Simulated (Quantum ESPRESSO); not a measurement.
```cif
data_F2K2O4S2
_chemical_formula_sum 'O4 F2 S2 K2'
_space_group_name_H-M_alt 'P21/m'
_space_group_IT_number 11
_space_group_name_Hall '-P 2yb'
_cell_length_a 4.70904
_cell_length_b 5.81600
_cell_length_c 7.15126
_cell_angle_alpha 90.000
_cell_angle_beta 108.346
_cell_angle_gamma 90.000
loop_
_atom_site_label
_atom_site_type_symbol
_atom_site_symmetry_multiplicity
_atom_site_Wyckoff_symbol
_atom_site_fract_x
_atom_site_fract_y
_atom_site_fract_z
_atom_site_occupancy
O1 O 4 f 0.66546 0.03978 0.30758 1
F1 F 2 e 0.19105 0.25000 0.11703 1
S1 S 2 e 0.60055 0.25000 0.18462 1
K1 K 2 e 0.15647 0.75000 0.28936 1
```

The geometry is that of Materials Project entry mp-6560, symmetrised and not relaxed again.

Q: What does LDA (pw.x of Quantum ESPRESSO, ONCV potentials, without SOC) give for the electronic structure near the Fermi level?

A: The LDA gap is indirect, 3.91 eV, from 50 % of the way from C to E to X; the smallest direct gap is 3.93 eV. Another conduction extremum on the path lies within 0.02 eV, too close to call.
